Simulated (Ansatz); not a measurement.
**MoS: magnetovolume behaviour**

These are results of DFT PBE, scalar-relativistic, plane waves, PAW (Ansatz 0.2.0), not measurements.

```
CELL_PARAMETERS angstrom
0.00000 2.52709 2.52709
2.52709 0.00000 2.52709
2.52709 2.52709 0.00000
ATOMIC_POSITIONS crystal
Mo 0.00000 0.00000 0.00000
S 0.50000 0.50000 0.50000
```

- plane-wave cutoff: 420 eV
- Γ-centred k-mesh: 14×14×14
- occupation rule: Gaussian smearing, 0.1 eV
- list of starting moments (μB, in atom order): 3.5 0
- check for lower electronic states after the SCF: off

The cell is scaled evenly at fixed fractional positions, V₀ being the volume of the cell shown; start: large parallel starting moments. The states are those that the runs reached from these starts; a lower one can exist. Energies are extrapolated to zero smearing.

Site moments are spin moments in atom-centred spheres that scale with the neighbour distance.

```tsv
V/V₀	E above lowest (meV/atom)	P (GPa)	cell moment (μB)	site moments (μB)
1.000	0.0	-8.6	0.33	Mo +0.26
1.057	63.3	-13.2	1.01	Mo +0.78
1.132	140.6	-10.6	2.60	Mo +1.99
1.226	260.2	-14.2	2.91	Mo +2.27
```

Cost: 4 runs of about 1.1 core-minutes in all, on Intel Xeon Platinum 8259CL (Skylake/Cascade Lake) (shared hosts).